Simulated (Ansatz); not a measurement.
The relaxed structure here is a generated cell of Nb: the first start was made by placing the elements on the sites of a structure type, and the end was not matched to a known phase here, so it may be hypothetical. Known forms of Nb include space group No. 229.

A relaxed cell of Nb (P6/mmm (No. 191)), relaxed on a k-mesh at least as fine as the one used below. Method: r2SCAN (plane waves to 500 eV, PAW, scalar-relativistic; Ansatz, a quantum-chemistry and plane-wave program). Γ-centred k-mesh 4×8×12 on the run's cell (coarser than for final values), Fermi–Dirac smearing 0.05 eV.

```
CELL_PARAMETERS angstrom
      9.76513     0.00000     0.00000
     -2.44128     4.22843     0.00000
      0.00000     0.00000     2.66943
ATOMIC_POSITIONS crystal
  Nb 0.00000 0.00000 0.00000
  Nb 0.50000 0.00000 0.00000
  Nb 0.16667 0.66667 0.50000
  Nb 0.66667 0.66667 0.50000
  Nb 0.33333 0.33333 0.50000
  Nb 0.83333 0.33333 0.50000
```

The atoms are displaced by (Å):

```csv
atom,ux,uy,uz
Nb1,0.072,-0.045,-0.012
Nb2,-0.017,0.116,0.041
Nb3,-0.126,-0.040,-0.039
Nb4,-0.012,0.032,-0.116
Nb5,-0.086,-0.048,0.027
Nb6,0.003,-0.007,-0.154
```

What forces (eV/Å) and pressure result?


```tsv
atom	Fx	Fy	Fz
Nb1	-1.16	0.26	-0.10
Nb2	-0.36	-0.89	-0.22
Nb3	1.21	-0.05	0.09
Nb4	-0.14	0.05	0.07
Nb5	0.50	0.86	0.41
Nb6	-0.04	-0.23	-0.25
```

Pressure +1.1 GPa.

Estimate the energy cost of the displacement in the harmonic approximation and compare with the calculation.

For a harmonic well ΔE = −½ Σ F·u = 0.197 eV a cell, or 33 meV/atom. The calculated energy relative to the undisplaced cell is +0.04 eV/atom, so the harmonic estimate holds well.

The undisplaced cell is probably no minimum: from this displacement the run went on to Pnnm (No. 58), 0.12 eV/atom below it.

No spin polarisation in the result.
